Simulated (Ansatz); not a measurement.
One stationary structure of CuI. Space group R3m (No. 160). These are r2SCAN (plane waves to 500 eV, PAW, scalar-relativistic; Ansatz, a first-principles code) values and carry that method's errors.

```xyz
8
Lattice="4.2039 2.4272 3.5286 -4.2039 2.4272 3.5286 0.0000 -4.8543 3.5286" Properties=species:S:1:pos:R:3 pbc="T T T"
Cu     0.0000     0.0000     9.3390
Cu     1.9712    -1.1381     7.9934
Cu     0.0000     2.2761     7.9934
Cu    -1.9712    -1.1381     7.9934
I     -2.1053     1.2155     3.5197
I      0.0000    -2.4310     3.5197
I      2.1053     1.2155     3.5197
I      0.0000     0.0000     6.7192
```

### Question
Give the band gap at the level r2SCAN.

### Answer
2.04 eV, direct at Γ (no spin-orbit coupling).

No spin polarisation in the result. Spin-orbit coupling is missing; with elements this heavy it can move band edges by tenths of an eV or more.

The run could not lose the symmetry of its start.

The first start was generated by a random draw of sites in a space group. Materials Project lists a structure of CuI in the same space group, R3m (No. 160); the sites were not compared with it, nor with measured phases. Known forms of CuI include space group No. 216.
